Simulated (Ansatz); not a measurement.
## Mg2Cd3S5: stable or not

The cell was found from a structure generator's guess, not taken from experiment.

Level of theory: DFT PBE, scalar-relativistic, plane waves, PAW in Ansatz. The final run on the 10-atom cell used 420 eV, a Γ-centred 10×10×10 mesh, 0.02 eV smearing and no spin polarisation.

```yaml
crystal:
  lattice:
    - [-1.90838, 1.90838, 13.52882]
    - [1.90838, -1.90838, 13.52882]
    - [1.90838, 1.90838, -13.52882]
  atoms:
    - { symbol: Mg, position: [0.79836, 0.79836, 0.00000] }
    - { symbol: Mg, position: [0.20164, 0.20164, 0.00000] }
    - { symbol: Cd, position: [0.39739, 0.39739, 0.00000] }
    - { symbol: Cd, position: [0.00000, 0.00000, 0.00000] }
    - { symbol: Cd, position: [0.60261, 0.60261, 0.00000] }
    - { symbol: S, position: [0.89629, 0.89629, 0.00000] }
    - { symbol: S, position: [0.50000, 0.50000, 0.00000] }
    - { symbol: S, position: [0.10371, 0.10371, 0.00000] }
    - { symbol: S, position: [0.70292, 0.70292, 0.00000] }
    - { symbol: S, position: [0.29708, 0.29708, 0.00000] }
```

Formation energies are uncorrected and refer to the elements' standard structures at the same level.

Task: These tests were run: energy against the elements; elastic tensor. What do they show?

Result:

| test | result |
| --- | --- |
| energy against the elements | −0.875 eV/atom |
| elastic tensor | least eigenvalue 38 GPa |

It fails none of these tests. Whether a mixture of other phases lies lower isn't tested here. Phonons away from Γ weren't computed.

The reference form of S is held partly by dispersion forces, which this level lacks. The run for the elastic tensor used a 10×10×10 k mesh.
